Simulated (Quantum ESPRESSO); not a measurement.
GaAlN2 is taken in the tetragonal space group P-4m2 (No. 115), Pearson symbol tP4. Lattice parameters: a = b = 3.0801 Å, c = 4.5183 Å, α = β = γ = 90.00°. N on 2g has 2 Al at 1.884 Å and 2 Ga at 1.937 Å (tetrahedral). Al on 1c is surrounded by 4 N at 1.884 Å (tetrahedral). Ga on 1a has 4 N at 1.937 Å (tetrahedral). (Neighbours: up to the widest gap in distance over summed covalent radii, below 1.35, at either atom; cation-cation contacts left out.)

The PBEsol cell relaxed from Materials Project entry mp-1008556 was given a biaxial strain of -2 % along x and y, z relaxed, and the atoms were relaxed again.

Problem. What does PBEsol (Quantum ESPRESSO, PseudoDojo norm-conserving, 84 Ry, without SOC) give for the electronic structure near the Fermi level?

Solution. The PBEsol gap is direct, 2.87 eV at Γ. Spin-orbit splittings are left out.

The structure is a Materials Project entry; no match was found in the copy of COD used, and its stability was not checked.
